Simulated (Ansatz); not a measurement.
An elastic tensor (GPa, Voigt order, standard axes) from the program Ansatz at the PBEsol level (PAW):

|  | 1 | 2 | 3 | 4 | 5 | 6 |
|---|---|---|---|---|---|---|
| 1 | 75.7 | 4.8 | 8.4 | 17.6 | 0.0 | 0.0 |
| 2 | 4.8 | 75.7 | 8.4 | -17.6 | 0.0 | 0.0 |
| 3 | 8.4 | 8.4 | 93.2 | 0.0 | 0.0 | 0.0 |
| 4 | 17.6 | -17.6 | 0.0 | 53.3 | 0.0 | 0.0 |
| 5 | 0.0 | 0.0 | 0.0 | 0.0 | 53.3 | 17.6 |
| 6 | 0.0 | 0.0 | 0.0 | 0.0 | 17.6 | 35.5 |

### Question
Pick the material that matches.
A. SiO2, P3_221 (Si on 3a, O on 6c)
B. SiBCN, P3m1 (B on 1b, Si on 1c, C on 1b, N on 1c)
C. CdSiN2, R-3m (Cd on 3a, Si on 3b, N on 6c)
D. La2O3, La2O3 or Ni2Al3 type

### Answer
A, SiO2, P3_221 (Si on 3a, O on 6c)

The cell was relaxed with PBEsol under the symmetry of its start.

Potentials: the earlier of the program's two PAW sets. The files were generated under PBE; for other functionals the program regenerates the frozen cores, and for LDA and PBEsol the local potential too.
